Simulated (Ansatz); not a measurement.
KMgF$_{3}$ (cubic perovskite, Pm-3m), r²SCAN in the plane-wave PAW code Ansatz: ε∞ = 2.03, cell volume 63.08 Å³. Infrared-active transverse modes:

```tsv
ω_TO (cm⁻¹)	oscillator strength S_xx (e²/amu)
158.9	0.07387
293.7	0.1389
474.5	0.1687
```

Question: Compute the static dielectric constant.

Answer: Each mode adds (4.921e7/V) S/ω²: 2.28, 1.26, 0.58. So ε0 = 6.15.

Symmetry was held in the r²SCAN relaxation; phonons on a q-mesh show no instability.

Potentials: the later of the program's two PAW sets.
